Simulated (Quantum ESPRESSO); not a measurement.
Electric field gradients in KNa3Cl4 (changed cell)

```xyz
8
Lattice="5.9014 0.0000 0.0000 0.0000 5.9014 0.0000 0.0000 0.0000 5.9014" Properties=species:S:1:pos:R:3 pbc="T T T"
K      0.0000     0.0000     0.0000
Cl     2.9507     0.0000     0.0000
Na     0.0000     2.9507     2.9507
Cl     2.9507     2.9507     2.9507
Na     2.9507     0.0000     2.9507
Cl     0.0000     0.0000     2.9507
Na     2.9507     2.9507     0.0000
Cl     0.0000     2.9507     0.0000
```
The cell was made here from a computed Materials Project entry: one of 4 Na replaced by K, cell and atoms relaxed (PBE without dispersion, pw.x of a modified build of Quantum ESPRESSO, symmetry kept). The parent is NaCl in Fm-3m. The swapped cell is a model, not a known phase. Stability against distortions was not tested.

Convention: |Vzz| is the largest principal value, η_Q = (Vxx − Vyy)/Vzz, |C_Q| = |eQVzz/h|. Cores are frozen. Against all-electron runs on small test molecules, this scheme's |Vzz| missed by −3 to −9 % on Cl.

Quadrupole moments taken as inputs (sizes, barn, from the tables of PySCF and pymatgen): ³⁹K 0.0585, ³⁵Cl 0.0817, ²³Na 0.104.

Task: What do the calculations give at each independent site (field gradients by a PBE PAW density (pw.x of Quantum ESPRESSO, JTH datasets) with the all-electron reconstruction of Petrilli and co-workers, 30 Ha, k-mesh 4×4×4 through Γ)?

Result: 
| site | site symmetry | Vzz (a.u.) | η_Q | ∣C_Q∣ (MHz) |
|---|---|---|---|---|
| K (atom 1) | m-3m | 0 | – | 0 (³⁹K) |
| Cl1 (atoms 2, 6, 8) | 4/mmm | -0.339 | 0.00 | 6.50 (³⁵Cl) |
| Na (atoms 3, 5, 7) | 4/mmm | under 0.02 | – | under 0.49 (²³Na) |
| Cl2 (atom 4) | m-3m | 0 | – | 0 (³⁵Cl) |
